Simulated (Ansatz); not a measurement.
This run works on a proposed trial structure, not on a known crystal.

Input and command of a plane-wave DFT calculation in Ansatz:

```yaml
crystal:
  lattice:
    - [-2.85, 2.85, 5.25]
    - [2.85, -2.85, 5.25]
    - [2.85, 2.85, -5.25]
  atoms:
    - { symbol: Ga, position: [0.5, 0.5, 0.0] }
    - { symbol: Ga, position: [0.25, 0.75, 0.5] }
    - { symbol: Sn, position: [0.0, 0.0, 0.0] }
    - { symbol: Se, position: [0.125, 0.135, 0.53] }
    - { symbol: Se, position: [0.605, 0.595, 0.47] }
    - { symbol: Se, position: [0.405, 0.875, 0.01] }
    - { symbol: Se, position: [0.865, 0.395, 0.99] }
basis:
  ecutwfc: 420
kpoints:
  mp_grid: { grid: [3, 3, 3] }
hamiltonian:
  xc: pbe
scf:
  occupations: { method: gaussian, width: 0.15 }
  lower_state_search: "off"
output:
  forces: true
  stress: true
  eigenvalues: true
relax:
  adjacent_minimum: "off"
  f_tol: 0.08
  max_steps: 16
  cell: { stress_tol: 0.8 }
```

```bash
ansatz run input.yaml --threads 1 --pin off --max-ram 2560MiB --backend cpu --events-out ev --progress --plain --runs-dir out
```

Processor: Intel(R) Xeon(R) Platinum 8259CL CPU @ 2.50GHz (Skylake/Cascade Lake), 1 thread, on a host shared with other jobs.

Task: Estimate time, memory and problem size.

Result: About 120 s, peak memory 0.52 GiB. It solves 63 bands at 6 k points (after reduction by symmetry) with about 3751 plane waves (on the last cell), in 79 SCF iterations over 11 ionic steps.
